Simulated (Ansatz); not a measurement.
GaAs:
```xyz
4
Lattice="3.9939 0.0000 0.0000 -1.9970 3.4589 0.0000 0.0000 0.0000 6.5858" Properties=species:S:1:pos:R:3 pbc="T T T"
Ga     0.0000     2.3059     0.0004
Ga     1.9970     1.1530     3.2934
As     0.0000     2.3059     2.4627
As     1.9970     1.1530     5.7556
```

Relaxed with r²SCAN. Special points in fractions of this cell's reciprocal vectors: Γ (0.000, 0.000, 0.000); M (0.500, 0.000, 0.000); K (0.333, 0.333, 0.000); A (0.000, 0.000, 0.500); L (0.500, 0.000, 0.500); H (0.333, 0.333, 0.500).

Task: List the band energies nearest the valence-band maximum at these points for plane-wave PAW r²SCAN with spin–orbit coupling (Ansatz code).

Result: In eV from the valence-band maximum; about four levels below and three above (degenerate sets whole), none deeper than 8.9 eV; points with the same levels are listed once.

| k | below | above |
|---|---|---|
| Γ | -0.10 -0.10 0.00 0.00 | 0.86 0.86 0.97 0.97 |
| M | -2.58 -2.58 -1.37 -1.37 | 1.50 1.50 2.58 2.58 |
| K | -3.26 -3.26 -3.24 -3.00 -3.00 | 2.37 2.37 4.85 |
| A | -0.74 -0.74 -0.74 -0.74 | 1.72 1.72 1.72 1.72 |
| L | -2.25 -2.25 -2.25 -2.25 | 1.48 1.48 1.48 1.48 |
| H | -1.95 -1.95 -1.91 -1.91 | 2.28 2.28 2.32 2.32 |

Space group P6_3mc (wurtzite). The first step of the workflow began from a Materials Project structure, measured or hypothetical; the Crystallography Open Database copy checked does not list it. It is not the phase usual at ambient conditions (space group No. 216). Symmetry was held in the r²SCAN relaxation; whether a distortion lowers the energy is not shown.

Potentials: the later of the program's two PAW sets.
